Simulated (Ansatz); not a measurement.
Relaxed-ion elastic tensor of TiP (CsCl type, Pm-3m) in GPa (Voigt order), DFT-r²SCAN in the program Ansatz with PAW potentials; density 4.51 g/cm³, 14.51 Å³ per atom.

```
  156    140    140    0.0    0.0    0.0
  140    156    140    0.0    0.0    0.0
  140    140    156    0.0    0.0    0.0
  0.0    0.0    0.0  -30.1    0.0    0.0
  0.0    0.0    0.0    0.0  -30.1    0.0
  0.0    0.0    0.0    0.0    0.0  -30.1
```

Task: Is the crystal mechanically stable?

Result: No: the smallest eigenvalue of C is -30.1 GPa.

A made-up cell: these elements were put on the sites of a structure type; neither database checked (COD, Materials Project) lists it. COD files the formula under space group No. 194. Whether it is the stable phase at ambient conditions was not checked. The cell was relaxed with r²SCAN under the symmetry of its start. At this level the phase is mechanically unstable. The run is not spin-polarised. As this level gives no gap, shear constants depend on the k-mesh and smearing (Fermi–Dirac, 0.1 eV here).

Potentials: the earlier of the program's two PAW sets.
